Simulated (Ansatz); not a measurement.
A distorted cell of SiC (zinc blende):

```yaml
crystal:
  lattice:
    - [0.00000, 2.18986, 2.18986]
    - [2.18986, 0.00000, 2.18986]
    - [2.18986, 2.18986, 0.00000]
  atoms:
    - { symbol: C, position: [0.77131, 0.77131, 0.72869] }
    - { symbol: Si, position: [0.99089, 0.99089, 0.00911] }
```

Method: PBE (plane waves to 420 eV, PAW, scalar-relativistic; Ansatz, a quantum-chemistry and plane-wave program). k mesh 13×13×13 (Γ-centred), Fermi-Dirac smearing 0.05 eV. Stress and pressure are positive under compression. SiC was relaxed with its symmetry unable to fall. The PAW data are Ansatz's earlier set.

Task: What forces act on the atoms (eV/Å, Cartesian)?

Result: 
```tsv
atom	Fx	Fy	Fz
C1	0.000	0.000	-2.419
Si2	0.000	0.000	2.419
```

Task: What is the stress tensor (GPa)?

Result: 
```
    3.0      7.9      0.0
    7.9      3.0      0.0
    0.0      0.0      0.0
```
The pressure, a third of the trace, is 2.0 GPa.

(A displaced cell: forces are minus the slopes of the energy, force constants its curvatures, and phonons follow from these.)
